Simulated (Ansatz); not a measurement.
AlPd in space group P2_13 (No. 198; Al on 4a, Pd on 4a) under volume change, plane-wave PAW r²SCAN (Ansatz code), shape and atoms relaxed at each volume.

| V (Å³/atom) | E − E(relaxed) (meV/atom) | P (GPa) |
|---|---|---|
| 13.094 | 72.1 | 19.51 |
| 13.525 | 30.1 | 11.86 |
| 13.957 | ? | ? |
| 14.389 | 0.0 | 0.00 |
| 14.820 | ? | ? |
| 15.252 | 23.9 | -8.39 |
| 15.684 | 50.9 | -11.57 |

Problem. Complete the blanks.

Solution. 
- 13.957, E − E(relaxed) (meV/atom): 7.1
- 13.957, P (GPa): 5.42
- 14.820, E − E(relaxed) (meV/atom): 6.4
- 14.820, P (GPa): -4.59

Problem. What does a third-order Birch–Murnaghan fit give for V₀, B₀ and B′?

Solution. V₀ = 14.39 Å³/atom, B₀ = 165 GPa, B′ = 4.8.

The workflow started from a Materials Project entry (that database holds measured and hypothetical structures alike); the Crystallography Open Database copy checked does not list it. With Al and Pd taken as one species the cell has the higher symmetry Pa-3, so it may be an ordered model of a mixed-site phase. Whether it is the stable phase at ambient conditions was not checked. Symmetry was held in the r²SCAN relaxation; of distortions, only those at the zone centre were tested. The run is not spin-polarised.

Potentials: the later of the program's two PAW sets.
